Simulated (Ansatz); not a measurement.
**Relaxing an invented CsLi3P2 structure**

Level of theory: Ansatz 0.2.0, DFT PBE, scalar-relativistic, plane waves, PAW. Cutoff 420 eV, Gaussian smearing, Γ-centred meshes. Cell and atoms relax first on a coarse mesh and then on a converged one. In between, the cell is made exact in the group found at 0.06 Å. The steps can't lower the symmetry of their start. No spin polarisation.

Recipe of this trial structure of CsLi3P2: random cell by space group and Wyckoff sites (R-3m, No. 166). Its size is a rough estimate.

```cif
data_structure
_symmetry_space_group_name_H-M 'R-3m:H'
_symmetry_Int_Tables_number 166
_cell_length_a 7.1490
_cell_length_b 7.1490
_cell_length_c 9.4142
_cell_angle_alpha 90.000
_cell_angle_beta 90.000
_cell_angle_gamma 120.000
_cell_volume 416.68
loop_
_atom_site_label
_atom_site_type_symbol
_atom_site_symmetry_multiplicity
_atom_site_Wyckoff_symbol
_atom_site_fract_x
_atom_site_fract_y
_atom_site_fract_z
_atom_site_occupancy
Cs1 Cs 3 b 0.33333 0.66667 0.16667 1
Li1 Li 9 d 0.16667 0.33333 0.83333 1
P1 P 6 c 0.33333 0.66667 0.89335 1
```

The zero of energy is the elements' standard structures at the same level; no fitted shifts are applied. The references include black phosphorus.

**Question.** Where does the relaxation end?

**Answer.** The symmetry stays R-3m (No. 166). The volume per atom grows by 24.0 %, from 23.1 to 28.7 Å³. The shortest distance goes from 2.14 Å (Li–P) to 2.30 Å (P–P). The ratio c/a of the conventional cell changes by a factor of 0.86. The energy falls by about 0.57 eV/atom (the start's value is from the coarse mesh). Conventional cell: a = 8.090 Å, c = 9.113 Å. Cs has 2 P at 3.41 Å and 12 Li at 3.83–4.04 Å; Li is surrounded by 2 P at 2.36 Å, 2 P at 3.55 Å, 4 Cs at 3.83–4.04 Å and 8 Li at 3.83–4.04 Å; around P lie 1 P at 2.30 Å, 3 Li at 2.36 Å and 1 Cs at 3.41 Å.

```
CELL_PARAMETERS angstrom
4.04493 2.33534 3.03758
-4.04493 2.33534 3.03758
0.00000 -4.67069 3.03758
ATOMIC_POSITIONS crystal
Cs 0.50000 0.50000 0.50000
Li 0.00000 0.00000 0.50000
Li 0.50000 0.00000 0.00000
Li 0.00000 0.50000 0.00000
P 0.12609 0.12609 0.12609
P 0.87391 0.87391 0.87391
```

**Question.** How does it come out in energy, and is it a metal?

**Answer.** The formation energy is −0.375 eV/atom and the gap on the 6×6×6 mesh of the 6-atom cell is 0.83 eV.

A negative formation energy is needed for stability but isn't enough: competing phases decide.

The last run used Gaussian smearing of 0.02 eV. Kohn–Sham gaps at this level usually fall short of measured ones. The reference form of P is held partly by dispersion forces, which this level lacks. A structure relaxed within its symmetry needn't be a true minimum.
